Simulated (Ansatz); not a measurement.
CsSnI3:
```cif
data_Cs2I6Sn2
_chemical_formula_sum 'Cs2 Sn2 I6'
_space_group_name_H-M_alt 'P4/mbm'
_space_group_IT_number 127
_space_group_name_Hall '-P 4 2ab'
_cell_length_a 8.68958
_cell_length_b 8.68958
_cell_length_c 6.28613
_cell_angle_alpha 90.000
_cell_angle_beta 90.000
_cell_angle_gamma 90.000
loop_
_atom_site_label
_atom_site_type_symbol
_atom_site_symmetry_multiplicity
_atom_site_Wyckoff_symbol
_atom_site_fract_x
_atom_site_fract_y
_atom_site_fract_z
_atom_site_occupancy
Cs1 Cs 2 d 0.00000 0.50000 0.00000 1
Sn1 Sn 2 b 0.50000 0.50000 0.50000 1
I1 I 4 h 0.20023 0.29977 0.50000 1
I2 I 2 a 0.00000 0.00000 0.00000 1
```

Relaxed at zero pressure with r²SCAN (plane waves, PAW; program Ansatz).

Question: The volume is lowered by 9 % and shape and atoms relax at that volume. What pressure results, and how do the axes share the change?

Answer: 2.0 GPa; a -3.6 %, b -3.6 %, c -2.1 %; the energy rises by 24 meV/atom.

Question: Give the new structure.

Answer: 
Space group P4/mbm (No. 127); a = b = 8.3797 Å, c = 6.1513 Å, α = β = γ = 90.00°

| atom | site | symmetry | x | y | z |
|---|---|---|---|---|---|
| Cs | 2d | m.mm | 0.0000 | 0.5000 | 0.0000 |
| Sn | 2b | 4/m.. | 0.5000 | 0.5000 | 0.5000 |
| I | 4h | m.2m | 0.1901 | 0.3099 | 0.5000 |
| I | 2a | 4/m.. | 0.0000 | 0.0000 | 0.0000 |

The phase is kept; no other phase was compared at this pressure.

The workflow started from a Materials Project entry (that database holds measured and hypothetical structures alike); the Crystallography Open Database files this formula in space group No. 127, but the cells were not matched. It is not the phase usual at ambient conditions (space group No. 62). Symmetry was held in the r²SCAN relaxation; whether a distortion lowers the energy is not shown. Spin–orbit coupling is left out wherever it is not named.

Potentials: the later of the program's two PAW sets.
